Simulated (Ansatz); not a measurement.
Clamped-ion strain scan in AlCu

Method: Ansatz, DFT LDA, scalar-relativistic, plane waves, PAW. Settings: plane waves to 420 eV, k-mesh 16×16×16 (Γ-centred), Gaussian smearing 0.15 eV. No spin polarisation. Energies are free energies at this smearing, counted from the undisturbed cell; pressure is positive in compression.

Reference structure (as given, not relaxed at this level; it stands at -8.7 GPa, and it needn't be the usual structure):

```xyz
2
Lattice="2.9975 0.0000 0.0000 0.0000 2.9975 0.0000 0.0000 0.0000 2.9975" Properties=species:S:1:pos:R:3 pbc="T T T"
Al    0.0000    0.0000    0.0000
Cu    1.4988    1.4988    1.4988
```

The cell is strained by ε times the Voigt pattern (0, 0, 0, 0, 0, 1) (xx, yy, zz, yz, xz, xy; engineering shear) with fractional coordinates fixed. The cell is metallic on the mesh throughout. At -9 GPa the given cell is far from its own equilibrium, so these figures belong to a strongly strained crystal.

| ε | ΔE (meV/atom) | stress summed along the pattern (GPa, tension positive) | pressure (GPa) |
| --- | --- | --- | --- |
| -0.0200 | 0.3 | -0.43 | -8.6 |
| -0.0100 | 0.1 | -0.19 | -8.7 |
| 0.0000 | 0.0 | 0.00 | -8.7 |
| 0.0050 | 0.0 | 0.09 | ? |
| 0.0150 | 0.1 | 0.31 | -8.7 |

Give the withheld values.

pressure (GPa) at ε = 0.0050: -8.7.